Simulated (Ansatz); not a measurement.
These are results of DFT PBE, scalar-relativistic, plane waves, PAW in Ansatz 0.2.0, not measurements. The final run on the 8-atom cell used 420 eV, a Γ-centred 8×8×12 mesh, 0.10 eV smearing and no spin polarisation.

Formation energies are uncorrected and refer to the elements' standard structures at the same level.

Question: Propose a candidate for an orthorhombic metal with formula ZrTi3C4, with a formation energy near −0.78 eV/atom and a density near 5.37 g/cm³, in a cell of 8 atoms.

Answer: ZrTi3C4, space group Cmmm (No. 65). Zr has 6 C at 2.27 Å, 10 Ti at 3.14 Å and 2 Zr at 3.14 Å; Ti on a site of symmetry mmm is surrounded by 6 C at 2.17 Å, 2 Zr at 3.14 Å and 10 Ti at 3.14 Å; around Ti on a site of symmetry 2/m lie 6 C at 2.22 Å, 8 Ti at 3.14 Å and 4 Zr at 3.14 Å; C on a site of symmetry m2m has 5 Ti at 2.17–2.22 Å and 1 Zr at 2.27 Å; 1 more site not described.

```cif
data_structure
_symmetry_space_group_name_H-M 'Cmmm'
_symmetry_Int_Tables_number 65
_cell_length_a 6.2732
_cell_length_b 8.8675
_cell_length_c 3.1431
_cell_angle_alpha 90.000
_cell_angle_beta 90.000
_cell_angle_gamma 90.000
_cell_volume 174.85
loop_
_atom_site_label
_atom_site_type_symbol
_atom_site_symmetry_multiplicity
_atom_site_Wyckoff_symbol
_atom_site_fract_x
_atom_site_fract_y
_atom_site_fract_z
_atom_site_occupancy
Zr1 Zr 2 b 0.50000 0.00000 0.00000 1
Ti1 Ti 2 a 0.00000 0.00000 0.00000 1
Ti2 Ti 4 f 0.25000 0.25000 0.50000 1
C1 C 4 i 0.50000 0.74442 0.00000 1
C2 C 4 h 0.76136 0.00000 0.50000 1
```

- Volume per atom: 10.93 Å³
- Density: 5.37 g/cm³
- Formation energy: −0.78 eV/atom
- Gap on the 8×8×12 mesh of the 8-atom cell: 0 eV (a metal)

The cell was found from a structure generator's guess, not taken from experiment. Other answers may fit too; this one was computed.

The reference form of C is held partly by dispersion forces, which this level lacks. A later test with randomly moved atoms came back to the same energy, though modes that don't fit the test's cell weren't probed.
